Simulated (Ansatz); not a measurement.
BN in space group P6_3mc (No. 186; Pearson symbol hP12), the program Ansatz at the PBE level (PAW), all energies at zero smearing, with the estimated change up to a 700 eV cutoff added, with one set of potentials and settings (totals compare only within such a set). Cell of 12 atoms (6 B, 6 N): -3253.644 eV.

```json
[
 {"element": "B", "reference phase": "R-3m, 12 atoms in the cell", "E (eV/atom)": "-155.9161"},
 {"element": "N", "reference phase": "Pa-3, 8 atoms in the cell", "E (eV/atom)": "-384.0325"}
]
```

Formation energy per atom, worked out: (-3253.644 − 6×(-155.9161) − 6×(-384.0325))/12 = -1.163 eV/atom (-112 kJ per mol of atoms), at 0 K, without zero-point energy or fitted corrections.

A made-up cell: these elements were put on the sites of a structure type. Its sites differ from those of the usual phase in this space group: another stacking or structure type. The PBE relaxation kept the symmetry of its start; whether a distortion lowers the energy is not shown. The references are the lowest solids computed at this level, not always the standard phases (solids in place of the gases).

Potentials: the later of the program's two PAW sets.
